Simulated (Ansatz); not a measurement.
Level of theory: Ansatz, DFT PBE, scalar-relativistic, plane waves, PAW. Settings: cutoff 420 eV, Γ-centred meshes spaced at most about 0.3 Å⁻¹ (2π included), Gaussian smearing. No spin polarisation in the final relaxations.

These are static total energies at zero pressure.

Two forms of Mg2CdS3 were relaxed alike.

A.

```cif
data_structure
_symmetry_space_group_name_H-M 'I-4m2'
_symmetry_Int_Tables_number 119
_cell_length_a 4.0897
_cell_length_b 4.0897
_cell_length_c 17.2485
_cell_angle_alpha 90.000
_cell_angle_beta 90.000
_cell_angle_gamma 90.000
_cell_volume 288.49
loop_
_atom_site_label
_atom_site_type_symbol
_atom_site_symmetry_multiplicity
_atom_site_Wyckoff_symbol
_atom_site_fract_x
_atom_site_fract_y
_atom_site_fract_z
_atom_site_occupancy
Mg1 Mg 4 e 0.50000 0.50000 0.33087 1
Cd1 Cd 2 b 0.50000 0.50000 0.00000 1
S1 S 4 f 0.00000 0.50000 0.08905 1
S2 S 2 d 0.50000 0.00000 0.25000 1
```

B.

```cif
data_structure
_symmetry_space_group_name_H-M 'I4/mmm'
_symmetry_Int_Tables_number 139
_cell_length_a 3.7702
_cell_length_b 3.7702
_cell_length_c 16.0167
_cell_angle_alpha 90.000
_cell_angle_beta 90.000
_cell_angle_gamma 90.000
_cell_volume 227.66
loop_
_atom_site_label
_atom_site_type_symbol
_atom_site_symmetry_multiplicity
_atom_site_Wyckoff_symbol
_atom_site_fract_x
_atom_site_fract_y
_atom_site_fract_z
_atom_site_occupancy
Mg1 Mg 4 e 0.50000 0.50000 0.16740 1
Cd1 Cd 2 a 0.00000 0.00000 0.00000 1
S1 S 4 e 0.00000 0.00000 0.17018 1
S2 S 2 b 0.50000 0.50000 0.00000 1
```

**Question.** Which is lower in energy, and by how much?

**Answer.** A is lower, by 56 meV/atom. A has Mg and Cd ordered on zinc blende sites, space group I-4m2 (No. 119), 24.0 Å³/atom and a gap of 2.38 eV on its mesh; B has Mg and Cd ordered on rock salt sites, space group I4/mmm (No. 139), 19.0 Å³/atom and a gap of 1.25 eV. Counting S atoms around Cd and Mg (those within 1.25 times the shortest such distance or 1.15 times the sum of covalent radii, 1.27 where that leaves under three), A has Mg 4, Cd 4 and B has Mg 6, Cd 6. The lower one is the more open, so pressure narrows the difference. Both come from invented guesses.

Kohn–Sham gaps at this level usually fall short of measured ones. With atoms moved at random, I-4m2 came back. Other cells relaxed within their symmetry can be saddle points.
